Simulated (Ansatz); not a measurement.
CsSrF$_{3}$:
```
CsSrF3
1.0
    4.76394     0.00000     0.00000
    0.00000     4.76394     0.00000
    0.00000     0.00000     4.76394
Cs Sr F
1 1 3
Direct
  0.00000   0.00000   0.00000
  0.50000   0.50000   0.50000
  0.00000   0.50000   0.50000
  0.50000   0.00000   0.50000
  0.50000   0.50000   0.00000
```

Relaxed with r²SCAN. Special points in fractions of this cell's reciprocal vectors: Γ (0.000, 0.000, 0.000); X (0.000, 0.500, 0.000); M (0.500, 0.500, 0.000); R (0.500, 0.500, 0.500).

**Question.** List the band energies nearest the valence-band maximum at these points for plane-wave PAW r²SCAN with spin–orbit coupling (Ansatz code).

**Answer.** In eV from the valence-band maximum; about four levels below and three above (degenerate sets whole), none deeper than 8.9 eV; points with the same levels are listed once.

```
k                    below                          above
-  -----------------------  -----------------------------
Γ      0.00 0.00 0.00 0.00  7.14 7.14 8.35 8.35 8.35 8.35
X  -0.09 -0.09 -0.01 -0.01            8.67 8.67 9.14 9.14
M  -0.08 -0.08 -0.07 -0.07            8.94 8.94 9.32 9.32
R  -0.06 -0.06 -0.06 -0.06            9.22 9.22 9.22 9.22
```

Space group Pm-3m (cubic perovskite). The first step of the workflow began from a Materials Project structure, measured or hypothetical; the Crystallography Open Database copy checked does not list it. Its standing as an ambient phase is unchecked. The cell was relaxed with r²SCAN under the symmetry of its start; whether a distortion lowers the energy is not shown.

Potentials: the later of the program's two PAW sets.
